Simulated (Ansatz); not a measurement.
CrB₂:
```
CrB2
1.0
   -1.43101     1.43101     2.96597
    1.43101    -1.43101     2.96597
    1.43101     1.43101    -2.96597
Cr B
1 2
Direct
  0.00000   0.00000   0.00000
  0.35777   0.35777   0.00000
  0.64223   0.64223   0.00000
```

Relaxed with PBE. Special points in fractions of this cell's reciprocal vectors: Γ (0.000, 0.000, 0.000); X (0.000, 0.000, 0.500); P (0.250, 0.250, 0.250); N (0.000, 0.500, 0.000); M (0.500, 0.500, -0.500); S (0.308, 0.692, -0.308); S0 (-0.308, 0.308, 0.308); R (-0.116, 0.116, 0.500); G (0.500, 0.500, -0.116).

Task: List the band energies nearest the Fermi level at these points for PBE (plane waves, PAW; program Ansatz).

Result: In eV from the Fermi level; about four levels below and three above (degenerate sets whole), none deeper than 8.9 eV; points with the same levels are listed once.

```csv
k,below,above
Γ,-5.65 -1.88 -1.66 -1.66,0.48 3.26 3.52 3.52
X,-2.78 -1.62 -0.91 -0.88,1.69 3.67 4.18
P,-5.26 -5.26 -3.72 -0.84 -0.84,0.04 1.69 2.91
N,-3.57 -3.10 -2.70 -0.34,0.44 1.85 5.93
M,-2.40 -0.26 -0.04 -0.04,0.46 0.46 0.60
S,-7.52 -6.40 -2.55 -1.69,0.47 0.53 1.46
R,-2.99 -1.80 -0.74 -0.44,1.63 3.73 5.27
```

Space group I4/mmm (MoSi2 or CaC2 type). The cell is a constructed one: a structure type filled with these elements; neither database checked (COD, Materials Project) lists it. COD files the formula under space group No. 191, so this cell is another polymorph or a model. Its standing as an ambient phase is unchecked. The cell was relaxed with PBE under the symmetry of its start; its stability against distortions is not shown here. The workflow began spin-polarised and lost its moments. The cell computed holds one magnetic atom, so no antiferromagnetic order was within reach.

Potentials: the earlier of the program's two PAW sets.
